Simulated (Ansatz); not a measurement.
Input and output for bcc Mo (100), 5 layers: DFT, PBEsol, all-electron LAPW, scalar-relativistic (Ansatz 0.2.0).

The slab is cut from a bulk crystal relaxed on PAW files (its atoms may have been relaxed since).

Command: `ansatz run input.yaml --threads 2 --pin off --max-ram 4096MiB --backend cpu --events-out ev --progress --plain --runs-dir out` It took 79 s on 2 threads of Intel(R) Xeon(R) 6975P-C (Granite Rapids), with other jobs on the host, peak memory 1 GiB.

```yaml
crystal:
  lattice:
    - [3.1295163184, 0.0, 0.0]
    - [0.0, 3.1295163184, 0.0]
    - [0.0, 0.0, 22.259]
  atoms:
    - { symbol: Mo, position: [0.0, 0.0, 0.3594044514] }
    - { symbol: Mo, position: [0.5, 0.5, 0.4297022255] }
    - { symbol: Mo, position: [0.0, 0.0, 0.5] }
    - { symbol: Mo, position: [0.5, 0.5, 0.5702977745] }
    - { symbol: Mo, position: [0.0, 0.0, 0.6405955486] }
kpoints:
  mp_grid: { grid: [12, 12, 1] }
scf:
  occupations: { method: fermi_dirac, width: 0.1 }
hamiltonian:
  xc: pbesol
  pseudopotentials: { kind: all_electron, lapw: { basis_error: 0.001 } }
output:
  forces: true
  stress: true
  eigenvalues: true
  populations: true
  dos: { projected: true, de: 0.2, e_range: [-14, 8] }
efield:
  axis: 3
  amplitude: 0
  dipole_correction: true
```

Output:

```
Mo: projections on atomic orbitals take those of the free atom 1s2 2s2 2p6 3s2 3p6 3d10 4s2 4p6 4d5 5s1, of charge +0.00 (hamiltonian.pseudopotentials.projection_atoms)
LAPW: plane waves up to 8.181 Å⁻¹, error target 1.0e-3 eV per atom; small_component_spin mean_spin; Mo in spheres of 1.355 Å, 30 of its electrons in bands, Dirac shells [] (how accurate: hamiltonian.pseudopotentials.lapw.basis_error, Limitations)
Engine: ansatz 0.2.0
Pseudopotentials: kind: all_electron
Pseudopotential: Mo, LAPW, valence charge 30, lapw/all_electron/scalar/gaussian/Mo, Koelling and Harmon's equation, gaussian nucleus
Functional definition: PBEsol
  exchange = pbesol_x
  correlation = pbesol_c
Crystal: 5 atoms, lattice volume = 218.002 Å³
Basis set: ecut = 254.98726298512648 eV, 1977 PW (Γ), exchange–correlation at level 2
Bands: 90, of which v1, the nominal top of the filled ones, is band 75 counted from 1 (74 counted from 0)
Symmetry: 8 space group operations
k-points: 28 of 144
Non-local potential: Mo, projectors of the file, none
Initial density: superposition of atomic densities (neutral atoms: chi_scale 0, normalization atom)
Initial wavefunctions: plane waves of lowest kinetic energy (no species holds an atomic orbital)
Functional: x = pbesol(κ = 0.804, μ = 0.12345679012345678), c = pbesol(β = 0.046)
iter 1 solved again at ethr=2.45e-2 eV; its pass at ethr=1.00e-1 eV (dr2=3.67e1 eV) is discarded
SCF iter   1: F=—  HF=-550597.188764 eV  |F-HF|=—  |Δ(HF+E_count)|=         —  Δρ=4.62e-2  dr2=3.67e1  ethr=2.45e-2  p=-0.000 e·Å  D=-9.09e-15 V/Å  ΔV_dip=0.00 eV  dr2_dipole=4.46e-11  V_vac-E_F(+/−)=5.98/5.98 eV  ⟨swp⟩=2.0  Hψ=14791  notcnv=0
efield: sawtooth ramp at fractional position 0.9500 (placed from the atoms, in the widest stretch of the axis that holds none; the zero of the levels goes with the place), width 0.1000; the density the first Hamiltonian is built on has a dipole p = 0.000 e·Å; the dipole correction subtracts the counter field D = 2.98e-13 V/Å, which shifts the + side's vacuum level by -0.00 eV against the − side's; the planar-averaged density in the ramp window peaks in size at 2.9e-6 e/Å³
preconditioner: auto → LDOS  [metal: Δε(μ)=0.045 eV  Ē_g=5.691 eV  σ=0.100 eV  W_gap=0.11  n_scr=62 (ndim 8)  ℏωp=13.8 eV  f_vac=0.583  D(μ)=7.11/eV (n_scr^D=52)  β→1.0]
iter 2 solved again at ethr=2.21e-3 eV; its pass at ethr=2.45e-2 eV (dr2=3.32e0 eV) is discarded
SCF iter   2: F=—  HF=-550592.876247 eV  |F-HF|=—  |Δ(HF+E_count)|=    4.31e0  Δρ=2.23e-2  dr2=3.36e0  ethr=2.21e-3  p=-0.000 e·Å  D=-2.32e-6 V/Å  ΔV_dip=0.00 eV  dr2_dipole=8.53e-9  V_vac-E_F(+/−)=3.72/3.72 eV  ⟨swp⟩=2.0  Hψ=12412  notcnv=0
SCF iter   3: F=—  HF=-550592.052292 eV  |F-HF|=—  |Δ(HF+E_count)|=   8.24e-1  Δρ=7.64e-3  dr2=4.72e-1  ethr=2.21e-3  p=0.000 e·Å  D=1.09e-7 V/Å  ΔV_dip=-0.00 eV  dr2_dipole=5.09e-10  V_vac-E_F(+/−)=4.42/4.42 eV  ⟨swp⟩=3.0  Hψ=7285  notcnv=0
SCF iter   4: F=—  HF=-550591.916025 eV  |F-HF|=—  |Δ(HF+E_count)|=         —  Δρ=2.16e-3  dr2=1.06e-2  ethr=3.15e-4  p=-0.000 e·Å  D=-5.09e-7 V/Å  ΔV_dip=0.00 eV  dr2_dipole=3.44e-10  V_vac-E_F(+/−)=4.18/4.18 eV  ⟨swp⟩=3.0  Hψ=7975  notcnv=0
the basis was enlarged: its passes take 1.8 MiB over the memory plan, 2 of 2 planned eigensolver slots
SCF iter   5: F=—  HF=-550591.914312 eV  |F-HF|=—  |Δ(HF+E_count)|=   1.71e-3  Δρ=7.60e-4  dr2=2.51e-3  ethr=7.08e-6  p=-0.000 e·Å  D=-1.26e-7 V/Å  ΔV_dip=0.00 eV  dr2_dipole=3.30e-13  V_vac-E_F(+/−)=4.13/4.13 eV  ⟨swp⟩=3.0  Hψ=7753  notcnv=0
SCF iter   6: F=—  HF=-550591.914080 eV  |F-HF|=—  |Δ(HF+E_count)|=   2.32e-4  Δρ=2.28e-4  dr2=2.94e-4  ethr=1.67e-6  p=-0.000 e·Å  D=-1.14e-7 V/Å  ΔV_dip=0.00 eV  dr2_dipole=2.58e-13  V_vac-E_F(+/−)=4.11/4.11 eV  ⟨swp⟩=2.0  Hψ=7574  notcnv=0
SCF iter   7: F=—  HF=-550591.914086 eV  |F-HF|=—  |Δ(HF+E_count)|=   6.13e-6  Δρ=8.80e-5  dr2=5.13e-5  ethr=1.96e-7  p=-0.000 e·Å  D=-5.49e-8 V/Å  ΔV_dip=0.00 eV  dr2_dipole=1.14e-13  V_vac-E_F(+/−)=4.10/4.10 eV  ⟨swp⟩=2.0  Hψ=7576  notcnv=0
SCF iter   8: F=—  HF=-550591.914095 eV  |F-HF|=—  |Δ(HF+E_count)|=   9.06e-6  Δρ=3.22e-5  dr2=1.21e-5  ethr=3.42e-8  p=-0.000 e·Å  D=-1.93e-8 V/Å  ΔV_dip=0.00 eV  dr2_dipole=2.74e-15  V_vac-E_F(+/−)=4.09/4.09 eV  ⟨swp⟩=3.0  Hψ=7855  notcnv=0
SCF iter   9: F=—  HF=-550591.914096 eV  |F-HF|=—  |Δ(HF+E_count)|=   6.61e-7  Δρ=1.12e-5  dr2=9.32e-7  ethr=8.09e-9  p=-0.000 e·Å  D=-4.96e-9 V/Å  ΔV_dip=0.00 eV  dr2_dipole=1.04e-14  V_vac-E_F(+/−)=4.09/4.09 eV  ⟨swp⟩=3.0  Hψ=8011  notcnv=0
SCF iter  10: F=—  HF=-550591.914096 eV  |F-HF|=—  |Δ(HF+E_count)|=   2.74e-7  Δρ=5.00e-6  dr2=1.55e-7  ethr=6.21e-10  p=-0.000 e·Å  D=-2.95e-10 V/Å  ΔV_dip=0.00 eV  dr2_dipole=1.89e-16  V_vac-E_F(+/−)=4.08/4.08 eV  ⟨swp⟩=3.0  Hψ=8059  notcnv=0
SCF iter  11: F=-550591.914096 eV  HF=-550591.914096 eV  |F-HF|=1.69e-8  |Δ(HF+E_count)|=   7.64e-8  Δρ=1.99e-6  dr2=1.57e-8  ethr=1.04e-10  p=-0.000 e·Å  D=-2.76e-10 V/Å  ΔV_dip=0.00 eV  dr2_dipole=5.80e-16  V_vac-E_F(+/−)=4.08/4.08 eV  ⟨swp⟩=3.0  Hψ=8063  notcnv=0
SCF 1 converged in 11 iterations: F = -550591.914096 eV  dr2 = 1.57e-8
SCF converged after 11 iterations
Free energy (F): -550591.914096 eV
Harris-Foulkes:  -550591.914096 eV  (|F-HF|=1.69e-8)
[... lines left out ...]
Levels:          The Fermi level and band energies are counted from a zero that moves with the ramp; work functions are not
--- Per-component energies (eV) ---
  E_band       = -23002.004420
  E_kinetic    = 570513.543018
  E_xc         = -16552.663488
  E_efield     = 0.000000  (sawtooth field / dipole correction)
  E_electrostatic = -1104552.579560  (all electrons and nuclei)
  E_smearing   = -0.214067  (= −TS)
  E_closure    = 0.000000  (closes the sum)
  E_atoms      = -550537.763903  (free atoms, spherical and without spin; not in F)
  Σ components = -550591.914096   (vs F -550591.914096, Δ=0.00e0)
  Basis errors (estimates in eV, not in F): energy 3.1e-4 per atom: plane waves 2.8e-4 (1.6e-4 summed), levels above the bands 1.3e-20, relativity 2.2e-8, radial functions 3.3e-5, core shells 2.0e-7; eigenvalues (radial functions only) 9.1e-7; not estimated: angular momenta, meshes, grids; target (lapw.basis_error) 1.0e-3; muffin-tin radii Mo 1.355 Å
--- Forces (eV/Å), atoms counted from 1 ---
  atom   1  Mo     0.00000000     0.00000000     1.45045657
  atom   2  Mo    -0.00000000     0.00000000    -1.24237703
  atom   3  Mo    -0.00000000     0.00000000     0.00000011
  atom   4  Mo     0.00000000     0.00000000     1.24237683
  atom   5  Mo    -0.00000000     0.00000000    -1.45045657
  max |Σ_I F_I| component: 8.51e-8 eV/Å
--- Stress (GPa, compression-positive) ---
       -5.996060       0.000000       0.000000
        0.000000      -5.996060       0.000000
        0.000000       0.000000      -3.814247
  P = ⅓ Tr σ = -5.2688 GPa (-52.688 kbar)
--- Band table (eV; the first three rows and the last of 28) ---
  k-point 0: bands = ["-369.7979", "-369.7951", "-369.7951", "-369.6084", "-369.6084", "-369.6084", "-369.6084", "-369.6016", "-369.6016", "-369.5886", "-369.5886", "-369.5661", "-369.5661", "-369.5661", "-369.5661", "-211.9790", "-211.9738", "-211.9482", "-211.9480", "-211.9480", "-211.7926", "-211.7926", "-211.7871", "-211.7871", "-211.7599", "-211.7599", "-211.7550", "-211.7550", "-211.7536", "-211.7536", "-211.7536", "-211.7536", "-211.7265", "-211.7265", "-211.7258", "-211.7258", "-211.7258", "-211.7258", "-211.7162", "-211.7162", "-55.3164", "-55.0827", "-55.0004", "-54.8244", "-54.8023", "-29.5991", "-29.5152", "-29.5152", "-29.4061", "-29.2580", "-29.1850", "-29.1850", "-28.9506", "-28.9506", "-28.8934", "-28.6464", "-28.6464", "-28.6450", "-28.5593", "-28.5593", "-0.7875", "0.6679", "0.8140", "0.8762", "1.8839", "2.1745", "2.2266", "3.4740", "4.5250", "4.5250", "4.8217", "4.9644", "4.9644", "5.3550", "5.7117", "5.7281", "5.7954", "5.7954", "5.8632", "6.9154", "7.1470", "7.2730", "7.2730", "7.9572", "8.5979", "8.9019", "9.0578", "9.0578", "9.4823", "9.6232"]
  k-point 1: bands = ["-369.7979", "-369.7951", "-369.7951", "-369.6084", "-369.6084", "-369.6084", "-369.6084", "-369.6016", "-369.6016", "-369.5886", "-369.5886", "-369.5661", "-369.5661", "-369.5661", "-369.5661", "-211.9790", "-211.9738", "-211.9482", "-211.9480", "-211.9480", "-211.7926", "-211.7926", "-211.7871", "-211.7871", "-211.7599", "-211.7599", "-211.7550", "-211.7550", "-211.7536", "-211.7536", "-211.7536", "-211.7536", "-211.7265", "-211.7265", "-211.7258", "-211.7258", "-211.7258", "-211.7258", "-211.7162", "-211.7162", "-55.3090", "-55.0774", "-54.9991", "-54.8267", "-54.8067", "-29.6157", "-29.5766", "-29.5000", "-29.3606", "-29.3196", "-29.1753", "-29.1200", "-29.0531", "-28.9494", "-28.8028", "-28.7195", "-28.6530", "-28.5894", "-28.5826", "-28.5720", "-0.6439", "0.7736", "0.9022", "0.9791", "1.9344", "2.2432", "2.2800", "3.4687", "4.4009", "4.4158", "4.4318", "5.0830", "5.2069", "5.2504", "5.3576", "5.6388", "5.7501", "6.2907", "6.3451", "6.6317", "6.8838", "7.2466", "7.8335", "7.8559", "8.2989", "8.6806", "8.8812", "9.3933", "9.4882", "9.5820"]
  k-point 2: bands = ["-369.7979", "-369.7951", "-369.7951", "-369.6084", "-369.6084", "-369.6084", "-369.6084", "-369.6016", "-369.6016", "-369.5886", "-369.5886", "-369.5661", "-369.5661", "-369.5661", "-369.5661", "-211.9790", "-211.9738", "-211.9482", "-211.9480", "-211.9480", "-211.7926", "-211.7926", "-211.7871", "-211.7871", "-211.7599", "-211.7599", "-211.7550", "-211.7550", "-211.7536", "-211.7536", "-211.7536", "-211.7536", "-211.7265", "-211.7265", "-211.7258", "-211.7258", "-211.7258", "-211.7258", "-211.7162", "-211.7162", "-55.2882", "-55.0622", "-54.9957", "-54.8338", "-54.8194", "-29.6757", "-29.6737", "-29.4559", "-29.3665", "-29.3325", "-29.1508", "-29.1474", "-29.0654", "-28.9467", "-28.7775", "-28.7221", "-28.6726", "-28.6352", "-28.6090", "-28.5623", "-0.2406", "1.0026", "1.0830", "1.3351", "1.9842", "2.1553", "2.7011", "3.7535", "3.9638", "4.0209", "4.3163", "5.0349", "5.1018", "5.1216", "5.1222", "6.0019", "6.0186", "6.3852", "6.5950", "6.7904", "6.8192", "7.1373", "7.7575", "7.9397", "8.1493", "8.1829", "8.8427", "9.4214", "9.7378", "9.8685"]
  k-point 27: bands = ["-369.7979", "-369.7951", "-369.7951", "-369.6084", "-369.6084", "-369.6084", "-369.6084", "-369.6016", "-369.6016", "-369.5886", "-369.5886", "-369.5661", "-369.5661", "-369.5661", "-369.5661", "-211.9790", "-211.9738", "-211.9482", "-211.9480", "-211.9480", "-211.7926", "-211.7926", "-211.7871", "-211.7871", "-211.7599", "-211.7599", "-211.7550", "-211.7550", "-211.7536", "-211.7536", "-211.7536", "-211.7536", "-211.7265", "-211.7265", "-211.7258", "-211.7258", "-211.7258", "-211.7258", "-211.7162", "-211.7162", "-55.1574", "-54.9652", "-54.9536", "-54.8642", "-54.8640", "-29.9488", "-29.9488", "-29.5395", "-29.5395", "-29.3453", "-29.1920", "-29.1920", "-29.1478", "-29.0639", "-29.0276", "-29.0024", "-28.7812", "-28.7812", "-28.6148", "-28.6148", "1.0457", "1.1257", "2.4127", "2.4518", "2.4518", "2.8572", "2.9323", "2.9323", "3.4905", "3.7991", "3.7991", "5.2687", "5.2687", "7.3423", "7.4239", "7.7420", "7.7420", "7.8742", "7.9029", "8.1987", "8.3195", "8.3417", "8.4077", "8.6528", "8.6578", "8.8303", "8.8303", "12.9832", "12.9832", "13.7242"]
--- Löwdin populations: 5 sites ---
  site symbol       q [e]
     0     Mo     41.9943
     1     Mo     41.9001
     2     Mo     41.8802
     3     Mo     41.9001
     4     Mo     41.9943
  spilling = 0.001577 (of n_electrons = 210.000000)
```

populations.tsv:

```
# site	symbol	l	j	q
# orbitals = lowdin
# n_electrons = 210.000000
# spilling = 0.001577
# projection_atom_Mo: 1s2 2s2 2p6 3s2 3p6 3d10 4s2 4p6 4d5 5s1
0	Mo	0_1S	-	1.999997
0	Mo	0_2S	-	1.999889
0	Mo	0_3S	-	1.998052
0	Mo	0_4S	-	1.966061
0	Mo	0_5S	-	0.817970
0	Mo	1_2P	-	5.999999
0	Mo	1_3P	-	5.999904
0	Mo	1_4P	-	5.983387
0	Mo	2_3D	-	9.999984
0	Mo	2_4D	-	5.229011
1	Mo	0_1S	-	1.999995
1	Mo	0_2S	-	1.999801
1	Mo	0_3S	-	1.996510
1	Mo	0_4S	-	1.940386
1	Mo	0_5S	-	0.764119
1	Mo	1_2P	-	5.999999
1	Mo	1_3P	-	5.999919
1	Mo	1_4P	-	5.987053
1	Mo	2_3D	-	9.999972
1	Mo	2_4D	-	5.212342
2	Mo	0_1S	-	1.999995
2	Mo	0_2S	-	1.999794
2	Mo	0_3S	-	1.996385
2	Mo	0_4S	-	1.938369
2	Mo	0_5S	-	0.749326
2	Mo	1_2P	-	5.999999
2	Mo	1_3P	-	5.999914
2	Mo	1_4P	-	5.986380
2	Mo	2_3D	-	9.999971
2	Mo	2_4D	-	5.210060
3	Mo	0_1S	-	1.999995
3	Mo	0_2S	-	1.999801
3	Mo	0_3S	-	1.996510
3	Mo	0_4S	-	1.940386
3	Mo	0_5S	-	0.764119
3	Mo	1_2P	-	5.999999
3	Mo	1_3P	-	5.999919
3	Mo	1_4P	-	5.987053
3	Mo	2_3D	-	9.999972
3	Mo	2_4D	-	5.212342
4	Mo	0_1S	-	1.999997
4	Mo	0_2S	-	1.999889
4	Mo	0_3S	-	1.998052
4	Mo	0_4S	-	1.966061
4	Mo	0_5S	-	0.817970
4	Mo	1_2P	-	5.999999
4	Mo	1_3P	-	5.999904
4	Mo	1_4P	-	5.983387
4	Mo	2_3D	-	9.999984
4	Mo	2_4D	-	5.229011
```

Next run (atoms relaxed), as changes to the input before:

```diff
   atoms:
-    - { symbol: Mo, position: [0.0, 0.0, 0.3594044514] }
-    - { symbol: Mo, position: [0.5, 0.5, 0.4297022255] }
-    - { symbol: Mo, position: [0.0, 0.0, 0.5] }
-    - { symbol: Mo, position: [0.5, 0.5, 0.5702977745] }
-    - { symbol: Mo, position: [0.0, 0.0, 0.6405955486] }
+    - { symbol: Mo, position: [0.0, 0.0, 0.3659161389] }
+    - { symbol: Mo, position: [0.5, 0.5, 0.4283781434] }
+    - { symbol: Mo, position: [0.0, 0.0, 0.5000000001] }
+    - { symbol: Mo, position: [0.5, 0.5, 0.5716218573] }
+    - { symbol: Mo, position: [0.0, 0.0, 0.6340838602] }
 kpoints:
   eigenvalues: true
-  populations: true
-  dos: { projected: true, de: 0.2, e_range: [-14, 8] }
+relax:
+  f_tol: 0.01
+  max_steps: 12
 efield:
```

Command: `ansatz run input.yaml --threads 2 --pin off --max-ram 4096MiB --backend cpu --events-out ev --progress --plain --runs-dir out` It took 100 s on 2 threads of Intel(R) Xeon(R) 6975P-C (Granite Rapids), on a shared host, peak memory 1.1 GiB.

Results part of the output:

```
SCF converged after 2 iterations
Free energy (F): -550592.173921 eV
Harris-Foulkes:  -550592.173921 eV  (|F-HF|=1.18e-8)
Internal energy: -550591.959812 eV  (E = F + TS)
E sigma→0 (E₀):  -550592.066867 eV
Entropy (-TS):   -0.214108 eV (-42.822 meV/atom)
Fermi energy:    5.828342 eV
Dipole field:    D = -0.000000 V/Å  (p = -0.000000 e·Å, saw-weighted, corrected)
Work function:   Φ+ = 4.0386 eV   Φ− = 4.0386 eV
Levels:          The Fermi level and band energies are counted from a zero that moves with the ramp; work functions are not
[... lines left out ...]
  k-point 2: bands = ["-369.8109", "-369.7875", "-369.7875", "-369.5396", "-369.5396", "-369.5396", "-369.5396", "-369.5227", "-369.5227", "-369.4067", "-369.4067", "-369.3818", "-369.3818", "-369.3818", "-369.3818", "-211.9814", "-211.9620", "-211.9562", "-211.9562", "-211.9365", "-211.7260", "-211.7260", "-211.7106", "-211.7106", "-211.6902", "-211.6902", "-211.6773", "-211.6773", "-211.6773", "-211.6773", "-211.5691", "-211.5691", "-211.5475", "-211.5475", "-211.5435", "-211.5435", "-211.5435", "-211.5435", "-211.5231", "-211.5231", "-55.2844", "-55.0677", "-54.9961", "-54.7043", "-54.6992", "-29.7388", "-29.6618", "-29.4716", "-29.4066", "-29.3629", "-29.2396", "-29.1354", "-29.1240", "-28.9850", "-28.6636", "-28.6369", "-28.5253", "-28.5096", "-28.4859", "-28.4416", "-0.2776", "0.8400", "1.0358", "1.2365", "1.5995", "2.0812", "2.5444", "3.6915", "3.7034", "3.9702", "4.2596", "4.5973", "5.0345", "5.1033", "5.1522", "6.0475", "6.3011", "6.3279", "6.3732", "6.7688", "6.8445", "7.5252", "7.7672", "8.0569", "8.3484", "8.4899", "9.1342", "9.4582", "9.9507", "10.0566"]
  k-point 27: bands = ["-369.8109", "-369.7875", "-369.7875", "-369.5396", "-369.5396", "-369.5396", "-369.5396", "-369.5227", "-369.5227", "-369.4067", "-369.4067", "-369.3818", "-369.3818", "-369.3818", "-369.3818", "-211.9814", "-211.9620", "-211.9562", "-211.9562", "-211.9365", "-211.7260", "-211.7260", "-211.7106", "-211.7106", "-211.6902", "-211.6902", "-211.6773", "-211.6773", "-211.6773", "-211.6773", "-211.5691", "-211.5691", "-211.5475", "-211.5475", "-211.5435", "-211.5435", "-211.5435", "-211.5435", "-211.5231", "-211.5231", "-55.1607", "-54.9434", "-54.9343", "-54.7578", "-54.7572", "-29.9954", "-29.9954", "-29.6984", "-29.6984", "-29.4028", "-29.2359", "-29.2359", "-29.1266", "-29.0056", "-28.9866", "-28.9245", "-28.5742", "-28.5742", "-28.4627", "-28.4627", "0.9734", "1.1143", "2.4069", "2.4289", "2.4289", "2.8568", "3.0937", "3.0937", "3.5622", "3.7984", "3.7984", "5.0694", "5.0694", "7.1959", "7.3644", "7.6351", "7.6351", "7.7979", "8.0811", "8.1201", "8.2119", "8.2767", "8.3319", "8.6299", "8.6420", "8.8025", "8.8025", "13.0663", "13.0663", "13.6352"]
--- Relaxed structure (2 steps of the walk, 2 accepted, 0 SCFs on fresh bases) ---
  F+E_penalty+E_count = -550592.17392085 eV   max|allowed force component| = 4.553e-3 eV/Å
  atoms:
    - { symbol: Mo, position: [0.0, 0.0, 0.3659161389] }
    - { symbol: Mo, position: [0.5, 0.5, 0.4283781434] }
    - { symbol: Mo, position: [0.0, 0.0, 0.5000000001] }
    - { symbol: Mo, position: [0.5, 0.5, 0.5716218573] }
    - { symbol: Mo, position: [0.0, 0.0, 0.6340838602] }
```

Next run (no relativity), as changes to the input before:

```diff
   xc: pbesol
-  pseudopotentials: { kind: all_electron, lapw: { basis_error: 0.001 } }
+  pseudopotentials:
+    kind: all_electron
+    lapw: { basis_error: 0.001 }
+    relativity: none
 output:
   eigenvalues: true
-relax:
-  f_tol: 0.01
-  max_steps: 12
 efield:
```

Results part of the output:

```
SCF 1 converged in 10 iterations: F = -540862.153494 eV  dr2 = 4.59e-8
SCF converged after 10 iterations
Free energy (F): -540862.153494 eV
[... lines left out ...]
  k-point 1: bands = ["-364.0774", "-364.0497", "-364.0497", "-363.8440", "-363.8440", "-363.8440", "-363.8440", "-363.8280", "-363.8280", "-363.6308", "-363.6308", "-363.6122", "-363.6122", "-363.6122", "-363.6122", "-215.2369", "-215.2138", "-215.2112", "-215.2112", "-215.1888", "-215.0200", "-215.0200", "-215.0059", "-215.0059", "-214.9849", "-214.9849", "-214.9726", "-214.9726", "-214.9726", "-214.9726", "-214.7848", "-214.7848", "-214.7684", "-214.7684", "-214.7608", "-214.7608", "-214.7608", "-214.7608", "-214.7457", "-214.7457", "-51.5440", "-51.3239", "-51.1812", "-50.8175", "-50.8063", "-28.6957", "-28.6254", "-28.5637", "-28.4094", "-28.3662", "-28.3161", "-28.2009", "-28.0530", "-27.9860", "-27.7311", "-27.6051", "-27.4685", "-27.4378", "-27.4254", "-27.4165", "0.2212", "0.5752", "0.9401", "1.4176", "1.6594", "2.3597", "2.6820", "3.3764", "4.1670", "4.3072", "4.3706", "4.8916", "5.1135", "5.1542", "5.3268", "5.8294", "5.9263", "5.9602", "6.3361", "6.4794", "6.8688", "7.3791", "7.6865", "7.7483", "8.4297", "8.5574", "9.1731", "9.4925", "9.5933", "9.6572"]
  k-point 2: bands = ["-364.0774", "-364.0497", "-364.0497", "-363.8440", "-363.8440", "-363.8440", "-363.8440", "-363.8280", "-363.8280", "-363.6308", "-363.6308", "-363.6122", "-363.6122", "-363.6122", "-363.6122", "-215.2369", "-215.2138", "-215.2112", "-215.2112", "-215.1888", "-215.0200", "-215.0200", "-215.0059", "-215.0059", "-214.9849", "-214.9849", "-214.9726", "-214.9726", "-214.9726", "-214.9726", "-214.7848", "-214.7848", "-214.7684", "-214.7684", "-214.7608", "-214.7608", "-214.7608", "-214.7608", "-214.7457", "-214.7457", "-51.5143", "-51.2991", "-51.1775", "-50.8319", "-50.8247", "-28.7931", "-28.7140", "-28.5113", "-28.4571", "-28.3946", "-28.2750", "-28.1440", "-28.1129", "-27.9830", "-27.6437", "-27.6215", "-27.5022", "-27.4875", "-27.4626", "-27.4201", "0.5834", "0.8664", "1.2713", "1.4463", "1.9107", "2.3738", "2.6342", "3.6636", "3.8176", "3.9266", "4.3280", "4.5479", "4.9865", "5.1294", "5.1625", "6.0846", "6.2460", "6.3278", "6.3360", "6.7549", "6.8389", "7.4544", "7.6775", "8.0549", "8.2552", "8.4021", "9.1300", "9.3333", "9.8946", "9.9486"]
  k-point 27: bands = ["-364.0774", "-364.0497", "-364.0497", "-363.8440", "-363.8440", "-363.8440", "-363.8440", "-363.8280", "-363.8280", "-363.6308", "-363.6308", "-363.6122", "-363.6122", "-363.6122", "-363.6122", "-215.2369", "-215.2138", "-215.2112", "-215.2112", "-215.1888", "-215.0200", "-215.0200", "-215.0059", "-215.0059", "-214.9849", "-214.9849", "-214.9726", "-214.9726", "-214.9726", "-214.9726", "-214.7848", "-214.7848", "-214.7684", "-214.7684", "-214.7608", "-214.7608", "-214.7608", "-214.7608", "-214.7457", "-214.7457", "-51.3231", "-51.1455", "-51.1333", "-50.8902", "-50.8893", "-29.0746", "-29.0746", "-28.7652", "-28.7652", "-28.4194", "-28.2506", "-28.2506", "-28.1832", "-28.0518", "-27.9563", "-27.8911", "-27.5607", "-27.5607", "-27.4432", "-27.4432", "1.1965", "1.2966", "2.4318", "2.4318", "2.5800", "2.9748", "3.1293", "3.1293", "3.6325", "3.8820", "3.8820", "5.2080", "5.2080", "7.1384", "7.3069", "7.7000", "7.7315", "7.7315", "7.9818", "7.9921", "8.0787", "8.1194", "8.1724", "8.5148", "8.5257", "9.1485", "9.1485", "13.0920", "13.0920", "14.1111"]
```

The cell is 1×1, so reconstructions are forbidden, and in slabs of four or five layers the relaxations can be far larger than at a real surface.
